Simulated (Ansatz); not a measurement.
**Data sheet: Ag (DFT)**

Ag:
```xyz
1
Lattice="2.8144 0.0000 0.0000 -1.4072 2.4374 0.0000 0.0000 0.0000 2.7358" Properties=species:S:1:pos:R:3 pbc="T T T"
Ag     0.0000     0.0000     0.0000
```

Space group P6/mmm (No. 191), simple hexagonal; conventional cell a = b = 2.8144 Å, c = 2.7358 Å, α = β = 90.00°, γ = 120.00°.

Method: the program Ansatz at the r²SCAN level (PAW). Structure relaxed to zero pressure with the same functional. Other levels are named where they apply.

**Cell and energy**

```
Item                  Value
---------------  ----------
Volume per atom    18.77 Å³
Density          9.54 g/cm³
```

**Electronic structure**

```
Item                                                                         Value
------------------------------------  --------------------------------------------
Electronic character                                             metallic (no gap)
Density of states at the Fermi level  0.26 states/eV per atom (mean over ±0.08 eV)
Gap with spin–orbit coupling                                       none (metallic)
```

**Mechanics**

```
Property                                                                                  Result
-------------------------------------  ---------------------------------------------------------
Bulk modulus (Birch–Murnaghan fit)                                                      88.6 GPa
Pressure derivative B′                                                                       5.7
Elastic constants (relaxed ions, GPa)  C11 = 174, C12 = 86.7, C13 = 17.4, C33 = 206, C44 = -12.8
Mechanical stability                                      unstable (C has a negative eigenvalue)
```

The start of the workflow was typed in or built on a structure type; neither database checked (COD, Materials Project) lists it. It is not the phase usual at ambient conditions (space group No. 225). The cell was relaxed with r²SCAN under the symmetry of its start. The run is not spin-polarised. As this level gives no gap, shear constants depend on the k-mesh and smearing (Fermi–Dirac, 0.1 eV here). Axis ratios of metals converge slowly with the k-mesh, so a and c are less sure than the volume. Scalar-relativistic: spin–orbit coupling is off unless named, which matters more the heavier the elements.

Potentials: the earlier of the program's two PAW sets.
